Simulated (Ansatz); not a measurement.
ZrPbO₃:
```
ZrPbO3
1.0
    2.95587     1.70657     4.89975
   -2.95587     1.70657     4.89975
    0.00000    -3.41315     4.89975
Pb Zr O
2 2 6
Direct
  0.28777   0.28777   0.28777
  0.78777   0.78777   0.78777
  0.01495   0.01495   0.01495
  0.51495   0.51495   0.51495
  0.29760   0.73533   0.21464
  0.21464   0.29760   0.73533
  0.73533   0.21464   0.29760
  0.23533   0.79760   0.71464
  0.71464   0.23533   0.79760
  0.79760   0.71464   0.23533
```

PBE (plane waves, PAW; program Ansatz) gives a gap of 3.07 eV without spin–orbit coupling, maximum at F, minimum at F.

Question: What happens when spin–orbit coupling is switched on?

Answer: The gap falls by 0.29 eV, to 2.78 eV; maximum off the standard path, at k = (-0.010, -0.495, -0.495) in fractions of the reciprocal vectors, minimum on the S2–F line, 92 % of the way from S2.

Space group R3c. The start of the workflow was typed in or built on a structure type; neither database checked (COD, Materials Project) lists it. COD files the formula under space group No. 38, 55. Whether it is the stable phase at ambient conditions was not checked. The PBE relaxation kept the symmetry of its start; its stability against distortions is not shown here. No spin polarisation was allowed.

Potentials: the earlier of the program's two PAW sets.
